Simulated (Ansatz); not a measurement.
Profile along the Se–Pb line in PbSe (rock salt)

PbSe (rock salt)

```
PbSe
1.0
    0.00000     3.08901     3.08901
    3.08901     0.00000     3.08901
    3.08901     3.08901     0.00000
Se Pb
1 1
Direct
  0.00000   0.00000   0.00000
  0.50000   0.50000   0.50000
```

Fields along a shortest Se–Pb line of a {100} plane (3.09 Å), from Se to Pb, interpolated on the slice's grid (step about 0.2 Å). The numbers are results of r2SCAN (plane waves to 500 eV, PAW, scalar-relativistic; Ansatz, an electronic-structure program), not measurements. k mesh 9×9×9. Inside the PAW spheres the values are not all-electron values, and peaks at nuclei hang on which shells count as valence. PbSe was relaxed with its symmetry unable to fall. Spin-orbit coupling is left out, though Pb is heavy.

| distance from Se (Å) | valence electron density (e/Å³) | electron localisation function | density of the highest valence band (e/Å³) | density of the lowest conduction band (e/Å³) |
|---|---|---|---|---|
| 0.00 | 45.44 | x | 0.008 | 0.065 |
| 0.15 | 36.33 | x | 0.039 | 0.075 |
| 0.31 | 19.25 | x | 0.108 | 0.095 |
| 0.46 | 7.58 | x | 0.171 | 0.107 |
| 0.62 | 2.74 | 0.71 | 0.192 | 0.099 |
| 0.77 | 1.15 | 0.79 | 0.173 | 0.075 |
| 0.93 | 0.68 | 0.80 | 0.134 | 0.048 |
| 1.08 | 0.47 | 0.76 | 0.095 | 0.030 |
| 1.24 | 0.32 | 0.67 | 0.064 | 0.022 |
| 1.39 | 0.24 | 0.47 | 0.043 | 0.022 |
| 1.54 | 0.20 | 0.28 | 0.030 | 0.029 |
| 1.70 | 0.22 | 0.23 | 0.026 | 0.039 |
| 1.85 | 0.30 | 0.27 | 0.028 | 0.050 |
| 2.01 | 0.49 | 0.36 | 0.035 | 0.055 |
| 2.16 | 0.90 | 0.43 | 0.046 | 0.045 |
| 2.32 | 1.73 | 0.40 | 0.056 | 0.019 |
| 2.47 | 3.12 | 0.26 | 0.064 | 0.008 |
| 2.63 | 5.03 | x | 0.064 | 0.031 |
| 2.78 | 7.32 | x | 0.053 | 0.048 |
| 2.94 | 9.41 | x | 0.035 | 0.029 |
| 3.09 | 10.31 | x | 0.025 | 0.002 |

x: too close to a nucleus for the ELF to mean much. Band densities are of whole bands, smooth part only.

Density on the Se–Pb line (3.09 Å) at its midpoint: 0.20 e/Å³. ELF at that point: 0.28. Element round which the density of the highest valence band (whole band, smooth part) is largest on this plane: Se.
